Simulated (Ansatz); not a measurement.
CaIr2:
```xyz
6
Lattice="0.0000 3.7637 3.7637 3.7637 0.0000 3.7637 3.7637 3.7637 0.0000" Properties=species:S:1:pos:R:3 pbc="T T T"
Ca     5.6455     5.6455     5.6455
Ca     3.7637     3.7637     3.7637
Ir     0.9409     0.9409     0.9409
Ir     0.9409     2.8228     2.8228
Ir     2.8228     2.8228     0.9409
Ir     2.8228     0.9409     2.8228
```

Relaxed with r²SCAN. Special points in fractions of this cell's reciprocal vectors: Γ (0.000, 0.000, 0.000); X (0.500, 0.000, 0.500); U (0.625, 0.250, 0.625); K (0.375, 0.375, 0.750); L (0.500, 0.500, 0.500); W (0.500, 0.250, 0.750).

Task: List the band energies nearest the Fermi level at these points for r²SCAN in the plane-wave PAW code Ansatz.

Result: In eV from the Fermi level; about four levels below and three above (degenerate sets whole), none deeper than 8.9 eV; points with the same levels are listed once.

```csv
k,below,above
Γ,-0.33 -0.33 -0.33 -0.19 -0.19,1.10 1.10 1.10
X,-0.36 -0.36 -0.17 -0.17,1.91 1.91 4.22 4.22
U,-1.46 -0.78 -0.62 -0.01,0.37 1.38 2.24
L,-0.48 -0.48 -0.44 -0.01 -0.01,1.97 2.59 2.59
W,-1.13 -1.13 -0.93 -0.93,0.37 0.37 1.58 1.58
```

Space group Fd-3m (cubic Laves (MgCu2 type)). The workflow started from a Materials Project entry (that database holds measured and hypothetical structures alike); the Crystallography Open Database copy checked does not list it. Whether it is the stable phase at ambient conditions was not checked. The r²SCAN relaxation kept the symmetry of its start; whether a distortion lowers the energy is not shown. The run is not spin-polarised. Scalar-relativistic: spin–orbit coupling is off unless named, which matters more the heavier the elements.

Potentials: the later of the program's two PAW sets.
